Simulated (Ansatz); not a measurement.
A relaxed cell of Ge5F is given with its symmetry left out. The cell was found from a structure generator's guess, not taken from experiment.

The calculation used DFT PBE, scalar-relativistic, plane waves, PAW (Ansatz). Cutoff 420 eV, Γ-centred mesh, Gaussian smearing, no spin polarisation.

```yaml
crystal:
  lattice:
    - [-2.78709, 2.78709, 3.94695]
    - [2.78709, -2.78709, 3.94695]
    - [2.78709, 2.78709, -3.94695]
  atoms:
    - { symbol: Ge, position: [0.50000, 0.50000, 0.50000] }
    - { symbol: Ge, position: [0.00000, 0.00000, 0.50000] }
    - { symbol: Ge, position: [0.50000, 0.00000, 0.00000] }
    - { symbol: Ge, position: [0.00000, 0.50000, 0.00000] }
    - { symbol: Ge, position: [0.00000, 0.00000, 0.00000] }
    - { symbol: F, position: [0.50000, 0.50000, 0.00000] }
```

Energies over the elements count from the elements' standard structures at the same level (F₂ as a molecule), with no fitted energy shifts.

(1) What space group does it have?

(2) What is its formation energy per atom?

(3) Is it a metal?

## Answers

(1) I4/mmm (No. 139). Conventional cell: a = 5.574 Å, c = 7.894 Å. Ge on a site of symmetry 2/m has 6 Ge at 2.79 Å and 2 F at 2.79 Å; around Ge on a site of symmetry 4/mmm lie 8 Ge at 2.79 Å; around F lie 8 Ge at 2.79 Å (long contacts).

(2) +0.04 eV/atom. It can't be a ground state, since the elements alone are lower.

(3) Yes, bands cross the Fermi level on the 10×10×10 mesh.

The last run used a 10×10×10 mesh for its 6-atom cell and Gaussian smearing of 0.10 eV. Symmetry constrained the relaxation, so the result can be a saddle point. Another cell of Ge5F relaxed alike, in P6/mmm, lies 156 meV/atom lower, so this cell isn't the stable form at this level.
